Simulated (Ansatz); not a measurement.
ScPd3 (Cu3Au type, space group No. 221) under volume change, LDA in the plane-wave PAW code Ansatz, scaled uniformly.

```tsv
V (Å³/atom)	E − E(relaxed) (meV/atom)	P (GPa)
13.511	84.1	22.13
13.957	35.1	13.41
14.402	8.2	6.11
14.848	0.0	0.00
15.293	7.3	-5.12
15.739	27.7	-9.39
16.184	58.9	-12.96
```

Question: What does a third-order Birch–Murnaghan fit give for V₀, B₀ and B′?

Answer: V₀ = 14.85 Å³/atom, B₀ = 186 GPa, B′ = 4.9.

Space group Pm-3m (Cu3Au type). The workflow started from a Materials Project entry (that database holds measured and hypothetical structures alike); the Crystallography Open Database files this formula in space group No. 221, but the cells were not matched. Its standing as an ambient phase is unchecked. The cell was relaxed with LDA under the symmetry of its start; of distortions, only those at the zone centre were tested. No spin polarisation was allowed.

Potentials: the later of the program's two PAW sets.
